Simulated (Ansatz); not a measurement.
An Ansatz (a first-principles code) run. Input:

Ansatz 0.2 input:
```yaml
crystal:
  lattice:
    - [2.7565694047, 0.0, 0.0]
    - [0.0, 4.5030686934, 0.0]
    - [0.0, 0.0, 4.8302077914]
  atoms:
    - { symbol: Mo, position: [0.0, 0.0, 0.1585377095] }
    - { symbol: Pt, position: [0.5, 0.5, 0.3384807969] }
    - { symbol: Pt, position: [0.5, 0.0, 0.6568989958] }
    - { symbol: Pt, position: [0.0, 0.5, 0.8460824977] }
kpoints:
  mp_grid: { grid: [11, 7, 6] }
  band_path:
    path:
      - [[0.0, 0.0, 0.0], [0.5, 0.0, 0.0], [0.5, 0.5, 0.0], [0.0, 0.5, 0.0], [0.0, 0.0, 0.0], [0.0, 0.0, 0.5], [0.5, 0.0, 0.5], [0.5, 0.5, 0.5], [0.0, 0.5, 0.5], [0.0, 0.0, 0.5]]  # Γ-X-S-Y-Γ-Z-U-R-T-Z
      - [[0.5, 0.0, 0.0], [0.5, 0.0, 0.5]]  # X-U
      - [[0.0, 0.5, 0.0], [0.0, 0.5, 0.5]]  # Y-T
      - [[0.5, 0.5, 0.0], [0.5, 0.5, 0.5]]  # S-R
    npoints: 6
basis: { xc_grid: 2 }
hamiltonian:
  xc: pbesol
  pseudopotentials: { kind: paw }
magnetization: { noncollinear: true, spin_orbit: true }
scf:
  n_extra_bands: 12
  convergence: { dr2_threshold: 0.0000000001 }
  occupations: { method: gaussian, width: 0.05 }
output: { eigenvalues: true }
```

Output (shortened):

```
Pseudopotential: Mo, paw_fr, valence charge 14
Pseudopotential: Pt, paw_fr, valence charge 18
Functional definition: PBEsol
non-collinear run that drives no moment, with spin-orbit …
Crystal: 4 atoms, lattice volume = 59.957 Å³
Basis set: ecut = 420 eV, 1167 PW (Γ), exchange–correlation on 40×64×72 points (8 copies of the dense FFT grid, shifted against one another)
Bands: 80, of which v1, the nominal top of the filled ones, is band 68 counted from 1 (67 counted from 0)
Symmetry: 4 space group operations + 4 with time reversal
k-points: 96 of 462 (time reversal used)
Projection manifold: j_resolved (fully-relativistic pseudo-atomic orbitals)
SCF iter   1: F=—  HF=-42155.321972 eV  |F-HF|=—  |Δ(HF+E_count)|=         —  Δρ=1.19e-1  dr2=1.14e1  dr2_m=0.00e0 (ungated)  ethr=3.10e-3  |M|=0.00e0 ∫|m|=0.00e0 μB  |m|>n=0.0e0 m-floor=0.0e0 τ_xc=0.0e0  β_m=0.30  ⟨swp⟩=6.0  Hψ=31390  notcnv=0  defer=16
preconditioner: auto → Kerker (q_TF=auto, 2.786 Å⁻¹)
spin=Noncollinear: Kerker preconditioning applied to the charge; magnetization (m_x, m_y, m_z) channels mix plain (no charge-response kernel on spin).
SCF iter   2: F=—  HF=-42153.693661 eV  |F-HF|=—  |Δ(HF+E_count)|=    1.63e0  Δρ=7.14e-2  dr2=3.11e0  dr2_m=0.00e0 (ungated)  ethr=3.10e-3  |M|=0.00e0 ∫|m|=0.00e0 μB  |m|>n=0.0e0 m-floor=0.0e0 τ_xc=0.0e0  β_m=0.46  ⟨swp⟩=2.0  Hψ=12254  notcnv=0  defer=418
SCF iter   3: F=—  HF=-42152.799864 eV  |F-HF|=—  |Δ(HF+E_count)|=   8.94e-1  Δρ=2.69e-2  dr2=4.30e-1  dr2_m=0.00e0 (ungated)  ethr=3.10e-3  |M|=0.00e0 ∫|m|=0.00e0 μB  |m|>n=0.0e0 m-floor=0.0e0 τ_xc=0.0e0  β_m=0.55  ⟨swp⟩=2.0  Hψ=11295  notcnv=0  defer=418
SCF iter   4: F=—  HF=-42152.697367 eV  |F-HF|=—  |Δ(HF+E_count)|=   1.02e-1  Δρ=7.75e-3  dr2=2.48e-2  dr2_m=0.00e0 (ungated)  ethr=6.32e-4  |M|=0.00e0 ∫|m|=0.00e0 μB  |m|>n=0.0e0 m-floor=0.0e0 τ_xc=0.0e0  β_m=0.78  ⟨swp⟩=2.0  Hψ=12618  notcnv=0  defer=426
SCF iter   5: F=—  HF=-42152.696563 eV  |F-HF|=—  |Δ(HF+E_count)|=   8.03e-4  Δρ=1.79e-3  dr2=3.71e-3  dr2_m=0.00e0 (ungated)  ethr=3.65e-5  |M|=0.00e0 ∫|m|=0.00e0 μB  |m|>n=0.0e0 m-floor=0.0e0 τ_xc=0.0e0  β_m=0.71  ⟨swp⟩=2.1  Hψ=12899  notcnv=0  defer=426
SCF iter   6: F=—  HF=-42152.696148 eV  |F-HF|=—  |Δ(HF+E_count)|=   4.16e-4  Δρ=6.83e-4  dr2=5.04e-4  dr2_m=0.00e0 (ungated)  ethr=5.46e-6  |M|=0.00e0 ∫|m|=0.00e0 μB  |m|>n=0.0e0 m-floor=0.0e0 τ_xc=0.0e0  β_m=0.83  ⟨swp⟩=2.1  Hψ=9313  notcnv=0  defer=426
SCF iter   7: F=—  HF=-42152.696107 eV  |F-HF|=—  |Δ(HF+E_count)|=   4.05e-5  Δρ=1.80e-4  dr2=3.82e-5  dr2_m=0.00e0 (ungated)  ethr=7.42e-7  |M|=0.00e0 ∫|m|=0.00e0 μB  |m|>n=0.0e0 m-floor=0.0e0 τ_xc=0.0e0  β_m=0.92  ⟨swp⟩=2.4  Hψ=10598  notcnv=0  defer=426
SCF iter   8: F=—  HF=-42152.696100 eV  |F-HF|=—  |Δ(HF+E_count)|=   7.37e-6  Δρ=4.15e-5  dr2=1.09e-6  dr2_m=0.00e0 (ungated)  ethr=5.62e-8  |M|=0.00e0 ∫|m|=0.00e0 μB  |m|>n=0.0e0 m-floor=0.0e0 τ_xc=0.0e0  β_m=0.96  ⟨swp⟩=2.1  Hψ=9758  notcnv=0  defer=426
SCF iter  13: F=-42152.696100 eV  HF=-42152.696100 eV  |F-HF|=7.28e-12  |Δ(HF+E_count)|=  5.82e-11  Δρ=1.54e-7  dr2=2.73e-11  dr2_m=0.00e0 (ungated)  ethr=1.00e-12  |M|=0.00e0 ∫|m|=0.00e0 μB  |m|>n=0.0e0 m-floor=0.0e0 τ_xc=0.0e0  ⟨swp⟩=7.5  Hψ=19903  notcnv=0
SCF 1 converged in 13 iterations: F = -42152.696100 eV  dr2 = 2.73e-11
NSCF: frozen V_eff on 76 k-points
SCF converged after 13 iterations
Magnetization: |M| = 0.0000 μB,  M = (+0.0000, +0.0000, +0.0000) μB
Absolute magnetization: 0.0000 μB (∫|m|)
  site 0: m = (+0.0000, +0.0000, +0.0000) μB, |m| = 0.0000 μB  (R = 1.12 Å)
  site 1: m = (+0.0000, +0.0000, +0.0000) μB, |m| = 0.0000 μB  (R = 1.12 Å)
  site 2: m = (+0.0000, +0.0000, +0.0000) μB, |m| = 0.0000 μB  (R = 1.12 Å)
  site 3: m = (+0.0000, +0.0000, +0.0000) μB, |m| = 0.0000 μB  (R = 1.12 Å)
Free energy (F): -42152.696100 eV
Harris-Foulkes:  -42152.696100 eV  (|F-HF|=7.28e-12)
Internal energy: -42152.690597 eV  (E = F + TS)
E sigma→0 (E₀):  -42152.693349 eV
Entropy (-TS):   -0.005503 eV (-1.376 meV/atom)
Fermi energy:    23.395702 eV
--- Per-component energies (eV) ---
  E_band       = -454.196440
  E_kinetic    = 2355.159939
  E_local      = -5207.595803  (includes V_loc(G=0)·N_el)
  E_nonlocal   = 714.691854
  E_hartree    = 1912.409032
  E_xc         = -965.708902
  E_vxc        = -1138.870866  (∫ρ·V_xc dr)
  E_paw        = -31169.821307  (= ΣΔE_a)
  E_vpaw       = -1002.399907  (= ΣTr[D̂ρ^β])
  E_aug_tail   = 0.000484  (compensation charges beyond the density's cutoff)
  E_ewald      = -9792.913007
  E_core_change = 1.087112  (= ΣΔE_core)
  E_smearing   = -0.005503  (= −TS)
  E_closure    = 0.000000  (closes the sum)
  Σ components = -42152.696100   (vs F -42152.696100, Δ=0.00e0)
  [band-id]    e_kinetic+e_local+e_nonlocal+2·e_hartree+e_vxc+e_vpaw+e_augmentation_tail = -454.196234   (vs E_band -454.196440, Δ=2.05e-4)
--- Band table (eV; the first three rows and the last of 96) ---
  k-point 0: bands = ["-75.4928", "-75.4928", "-75.2960", "-75.2960", "-75.2748", "-75.2748", "-40.8344", "-40.8344", "-40.6577", "-40.6577", "-40.5884", "-40.5884", "-37.9804", "-37.9804", "-25.9197", "-25.9197", "-25.8027", "-25.8027", "-25.6809", …
  k-point 1: bands = ["-75.4927", "-75.4927", "-75.2963", "-75.2963", "-75.2747", "-75.2747", "-40.8333", "-40.8333", "-40.6574", "-40.6574", "-40.5899", "-40.5899", "-37.9803", "-37.9803", "-25.9133", "-25.9133", "-25.7918", "-25.7918", "-25.6808", …
  k-point 2: bands = ["-75.4924", "-75.4924", "-75.2967", "-75.2967", "-75.2746", "-75.2746", "-40.8310", "-40.8310", "-40.6569", "-40.6569", "-40.5930", "-40.5930", "-37.9799", "-37.9799", "-25.9025", "-25.9025", "-25.7600", "-25.7600", "-25.6822", …
  k-point 95: bands = ["-75.4800", "-75.4800", "-75.2785", "-75.2785", "-75.2692", "-75.2692", "-40.8633", "-40.8632", "-40.6685", "-40.6684", "-40.6561", "-40.6560", "-37.8827", "-37.8824", "-25.9524", "-25.9474", "-25.8780", "-25.8691", "-25.7648", …
```

Cost: around 2.8 core-minutes (rough) on shared cores.

Space group Pmm2. The first step of the workflow began from a Materials Project structure, measured or hypothetical; the Crystallography Open Database copy checked does not list it. With Mo and Pt taken as one species the cell has the higher symmetry P6_3/mmc, so it may be an ordered model of a mixed-site phase. Its standing as an ambient phase is unchecked. The PBEsol relaxation kept the symmetry of its start; its stability against distortions is not shown here. The run is not spin-polarised.

Potentials: the later of the program's two PAW sets.

Ansatz is a plane-wave DFT program.
